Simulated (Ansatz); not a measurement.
Consider the following.

BAs:
```yaml
crystal:
  lattice:
    - [0.00000, 2.39123, 2.39123]
    - [2.39123, 0.00000, 2.39123]
    - [2.39123, 2.39123, 0.00000]
  atoms:
    - { symbol: B, position: [0.75000, 0.75000, 0.75000] }
    - { symbol: As, position: [0.00000, 0.00000, 0.00000] }
```

This is the r²SCAN-relaxed structure. Tensor components refer to the Cartesian frame of this cell.

**Question.** All from r²SCAN (plane waves, PAW; program Ansatz), unless another level is named. Predict the piezoelectric stress constants (proper, relaxed ions, C/m²).

**Answer.** e14 = e25 = e36 = -0.19.

**Question.** Predict the bulk modulus (Birch–Murnaghan fit).

**Answer.** 141 GPa.

Space group F-43m (zinc blende). The r²SCAN relaxation kept the symmetry of its start; phonons on a q-mesh show no instability.

Potentials: the earlier of the program's two PAW sets.
